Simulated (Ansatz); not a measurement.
Re (fcc (Cu type), Fm-3m) under volume change, r²SCAN in the plane-wave PAW code Ansatz, scaled uniformly.

```tsv
V (Å³/atom)	E − E(relaxed) (meV/atom)	P (GPa)
13.427	170.5	44.70
13.870	71.6	27.38
14.312	16.9	12.59
14.755	0.0	0.00
15.197	15.2	-10.72
15.640	57.8	-19.84
16.083	123.6	-27.58
```

Problem. What does a third-order Birch–Murnaghan fit give for V₀, B₀ and B′?

Solution. V₀ = 14.76 Å³/atom, B₀ = 386 GPa, B′ = 4.3.

A made-up cell: these elements were put on the sites of a structure type; the Crystallography Open Database files this formula in space group No. 225, but the cells were not matched. It is not the phase usual at ambient conditions (space group No. 194). Symmetry was held in the r²SCAN relaxation; its stability against distortions is not shown here. No spin polarisation was allowed. Scalar-relativistic: spin–orbit coupling is off unless named, which matters more the heavier the elements.

Potentials: the later of the program's two PAW sets.
